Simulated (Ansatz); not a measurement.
## Vibrational response of Zr2TiO6

Theory: Ansatz, DFT PBE, scalar-relativistic, plane waves, PAW. Settings: 420 eV plane-wave cutoff, Γ-centred 4×4×4 mesh, fixed occupations. No spin polarisation. Phonons by linear response, acoustic sum rule imposed.

Relaxed structure:
```xyz
9
Lattice="5.1736 -3.0791 0.2860 5.1736 3.0791 0.2860 -0.3745 0.0000 6.6574" Properties=species:S:1:pos:R:3 pbc="T T T"
Zr    2.4661    1.5393    2.3272
Zr    7.5067    1.5393    4.9023
Ti    5.1736    0.0007    0.2860
O     6.1764   -1.0411    1.3928
O     7.9876   -0.0008    3.7825
O     5.9132    1.0419    5.9480
O     3.7963   -1.0411    5.8367
O     1.9851   -0.0008    3.4469
O     4.0596    1.0419    1.2814
```

The cell was found from a structure generator's guess, not taken from experiment. Modes under 40 cm⁻¹ are poorly fixed.

Problem. Give the high-frequency dielectric tensor ε∞.

Solution.
```
 3.03  0.00 -0.01
 0.00  3.01  0.00
-0.01  0.00  3.11
```

Problem. Give the Born effective charges.

Solution.
```
       atom   Z*xx   Z*yy   Z*zz   mean
Zr (atom 1)   4.40   5.06   4.99   4.82
Ti (atom 3)   5.23   3.88   4.69   4.60
 O (atom 4)  -2.88  -1.62  -2.65  -2.39
 O (atom 5)  -0.81  -3.75  -2.48  -2.35
```

Problem. How large is the static dielectric tensor with the ions free to move, and what share of it is ionic?

Solution.
```
6.2 0.0 0.0
0.0 6.2 0.0
0.0 0.0 6.5
```
The ions give 52 % of its trace.
